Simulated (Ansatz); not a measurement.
## CsCaH3 (Pm-3m), tetragonal deformation path

These are results of Ansatz 0.2.0, DFT LDA, scalar-relativistic, plane waves, PAW, not measurements. Cutoff 420 eV, Γ-centred 6×6×6 k-points, Gaussian smearing of 0.05 eV. Spin–orbit coupling is left out, which matters for the heavy elements here. No spin polarisation. Energies are free energies at this smearing, counted from the undisturbed cell; pressure is positive in compression.

The starting cell (as given, not relaxed at this level; it stands at -2.4 GPa, and it needn't be the usual structure):

```
Cs Ca H
1.0
     4.62119    0.00000    0.00000
     0.00000    4.62119    0.00000
     0.00000    0.00000    4.62119
Cs Ca H
1 1 3
Direct
  0.00000 0.00000 0.00000
  0.50000 0.50000 0.50000
  0.50000 0.00000 0.50000
  0.00000 0.50000 0.50000
  0.50000 0.50000 0.00000
```

At fixed volume and fractional coordinates, lengths along (0.000, 0.000, 1.000) are scaled against those across it; ρ is that ratio over its starting value.

| ρ | ΔE (meV/atom) | gap on the mesh (eV) |
| --- | --- | --- |
| 0.650 | 388.5 | 2.24 |
| 0.707 | 229.6 | 2.46 |
| 0.780 | 107.7 | 2.56 |
| 0.850 | 43.2 | 2.64 |
| 0.920 | 10.8 | 2.72 |
| 0.960 | 2.5 | 2.77 |
| 1.000 | 0.0 | 2.81 |
| 1.050 | 3.5 | 2.72 |
| 1.100 | 12.9 | 2.62 |
| 1.200 | 45.5 | 2.42 |
| 1.300 | 91.7 | 2.22 |
| 1.414 | 156.0 | 2.00 |
| 1.500 | 210.8 | 1.84 |